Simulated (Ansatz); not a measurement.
ScB₁₂ squeezed and stretched

A database entry relaxed whole under r2SCAN (Fm-3m):

```
Sc B
1.0
     0.00000    3.69953    3.69953
     3.69953    0.00000    3.69953
     3.69953    3.69953    0.00000
Sc B
1 12
Direct
  0.00000 0.00000 0.00000
  0.83861 0.50000 0.50000
  0.83861 0.50000 0.16139
  0.50000 0.83861 0.16139
  0.50000 0.83861 0.50000
  0.16139 0.50000 0.50000
  0.50000 0.16139 0.50000
  0.50000 0.16139 0.83861
  0.16139 0.50000 0.83861
  0.16139 0.83861 0.50000
  0.50000 0.50000 0.83861
  0.50000 0.50000 0.16139
  0.83861 0.16139 0.50000
```

The cell was scaled uniformly, its shape held, and the atoms relaxed at each volume with plane-wave PAW DFT (Ansatz 0.2.0; r2SCAN, 500 eV, 8×8×8 Γ-centred mesh, fermi-dirac occupations of width 0.100 eV; no spin, no spin-orbit coupling). One row is withheld.

| volume (Å³/atom) | energy over the lowest (meV/atom) | pressure (GPa) |
| --- | --- | --- |
| 7.322 | 21.6 | 15.48 |
| 7.478 | ? | ? |
| 7.634 | 2.3 | 4.73 |
| 7.790 | 0.0 | 0.04 |
| 7.946 | 2.1 | -4.25 |
| 8.101 | 8.2 | -8.16 |
| 8.257 | 17.9 | -11.74 |

Question: Fit the pressures of the other rows to the third-order Birch-Murnaghan form.

Answer: With f = [(V₀/V)^(2/3) − 1]/2 and P = 3B₀f(1 + 2f)^(5/2)[1 + 3(B₀′ − 4)f/2], least squares gives V₀ = 7.79 Å³ an atom, B₀ = 224 GPa and B₀′ = 3.5; the rows miss the fit by less than 0.01 GPa. The slope of the energies differs from these pressures by less than 0.05 GPa.

Question: What does the withheld row hold?

Answer: The fit gives 9.86 GPa at 7.478 Å³; the run gave 9.86 GPa and 9.3 meV an atom.

Caveats: the shape of the cell was held; 0 K, fixed nuclei; the symmetry was kept, and this need not be the phase that is stable at 0 K; one mesh for all volumes; pressure is positive in compression.
